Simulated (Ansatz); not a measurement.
# Bi2Se3: relaxed-ion elastic tensor

Method: Ansatz, DFT PBE, scalar-relativistic, plane waves, PAW. Plane waves to 420 eV; Γ-centred k mesh 6×6×6; fixed occupations. No spin polarisation.

The cell, relaxed at this level:
```
Bi Se
1.0
     2.09366    1.20877   10.43403
    -2.09366    1.20877   10.43403
     0.00000   -2.41755   10.43403
Bi Se
2 3
Direct
  0.39559 0.39559 0.39559
  0.60441 0.60441 0.60441
  0.00000 0.00000 0.00000
  0.22103 0.22103 0.22103
  0.77897 0.77897 0.77897
```

The crystal is built of layers and no dispersion correction was added, so the binding between them is poorly described, and with it their spacing and whatever depends on it. Spin–orbit coupling is left out, which can shift energies with elements as heavy as these.

Q: Give the relaxed-ion elastic constants (GPa, Voigt order xx yy zz yz xz xy, on the axes of the cell above).

A:
C11 = 64.4, C12 = 17.4, C13 = 3.3, C14 = -1.2, C22 = 64.4, C23 = 3.3, C24 = 1.2, C33 = 4.3, C44 = 2.3, C55 = 2.3, C56 = -1.2, C66 = 23.5 GPa; the others vanish.

Q: Is the crystal stable against homogeneous strain?

A: Yes: the least eigenvalue of the tensor is 2.2 GPa.

Q: And the moduli of a polycrystal (Hill averages)?

A: B = 12 GPa, G = 8 GPa, E = 20 GPa, ν = 0.22.

Cost: 1 run of about 19 core-minutes, on Arm Neoverse V1 (shared hosts).